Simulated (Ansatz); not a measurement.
HfB₂:
```cif
data_B2Hf
_chemical_formula_sum 'Hf1 B2'
_space_group_name_H-M_alt 'P6/mmm'
_space_group_IT_number 191
_space_group_name_Hall '-P 6 2'
_cell_length_a 3.13591
_cell_length_b 3.13591
_cell_length_c 3.48075
_cell_angle_alpha 90.000
_cell_angle_beta 90.000
_cell_angle_gamma 120.000
loop_
_atom_site_label
_atom_site_type_symbol
_atom_site_symmetry_multiplicity
_atom_site_Wyckoff_symbol
_atom_site_fract_x
_atom_site_fract_y
_atom_site_fract_z
_atom_site_occupancy
Hf1 Hf 1 a 0.00000 0.00000 0.00000 1
B1 B 2 d 0.33333 0.66667 0.50000 1
```

Relaxed with r²SCAN.

Question: Which orbitals make up the states near the Fermi level in r²SCAN in the plane-wave PAW code Ansatz?

Answer: Within 0.5 eV of the Fermi level: Hf 5d 71 %, B 2p 27 %. Projections are on Löwdin-orthogonalised atomic valence shells; empty p or d shells of many metals are not among them.

Question: Tabulate the density of states.

Answer: States/eV per cell of 3 atoms, in 0.25 eV bins, energy from the Fermi level.

```
E (eV)  total  Hf 5d  B 2p  B 2s
------  -----  -----  ----  ----
-7.85    0.56   0.10  0.30  0.11
-7.60    0.56   0.11  0.31  0.10
-7.35    0.57   0.11  0.33  0.09
-7.10    0.62   0.12  0.36  0.08
-6.85    0.74   0.14  0.45  0.08
-6.60    0.68   0.14  0.42  0.07
-6.35    0.60   0.12  0.39  0.05
-6.10    0.83   0.15  0.57  0.06
-5.85    1.08   0.19  0.76  0.06
-5.60    1.06   0.21  0.73  0.06
-5.35    1.03   0.23  0.69  0.06
-5.10    1.07   0.25  0.72  0.05
-4.85    1.18   0.29  0.79  0.04
-4.60    1.28   0.32  0.86  0.04
-4.35    1.68   0.48  1.09  0.03
-4.10    2.52   0.75  1.63  0.04
-3.85    1.71   0.50  1.12  0.03
-3.60    1.15   0.35  0.76  0.01
-3.35    1.54   0.51  0.97  0.01
-3.10    1.48   0.58  0.85  0.01
-2.85    1.00   0.54  0.43  0.01
-2.60    0.89   0.53  0.34  0.01
-2.35    0.87   0.56  0.29  0.01
-2.10    0.78   0.51  0.24  0.00
-1.85    0.68   0.46  0.20  0.00
-1.60    0.58   0.40  0.17  0.00
-1.35    0.48   0.34  0.13  0.00
-1.10    0.39   0.28  0.10  0.00
-0.85    0.29   0.21  0.07  0.00
-0.60    0.18   0.14  0.04  0.00
-0.35    0.13   0.10  0.03  0.00
-0.10    0.19   0.14  0.05  0.00
0.15     0.30   0.21  0.08  0.00
0.40     0.40   0.27  0.11  0.00
0.65     0.46   0.31  0.14  0.00
0.90     0.58   0.39  0.17  0.00
1.15     0.69   0.46  0.20  0.01
1.40     0.97   0.58  0.31  0.04
1.65     1.19   0.67  0.38  0.08
1.90     1.02   0.62  0.30  0.05
2.15     0.98   0.62  0.26  0.05
2.40     0.95   0.63  0.23  0.05
2.65     0.95   0.64  0.22  0.05
2.90     1.06   0.72  0.23  0.05
3.15     1.21   0.85  0.24  0.06
3.40     1.19   0.81  0.24  0.07
3.65     1.18   0.78  0.25  0.08
3.90     1.31   0.86  0.28  0.09
4.15     1.42   0.93  0.29  0.10
4.40     1.56   1.03  0.31  0.11
4.65     1.68   1.11  0.32  0.13
```

The cell was relaxed with r²SCAN under the symmetry of its start. No spin polarisation was allowed. Scalar-relativistic: spin–orbit coupling is off unless named, which matters more the heavier the elements.

Potentials: the later of the program's two PAW sets.
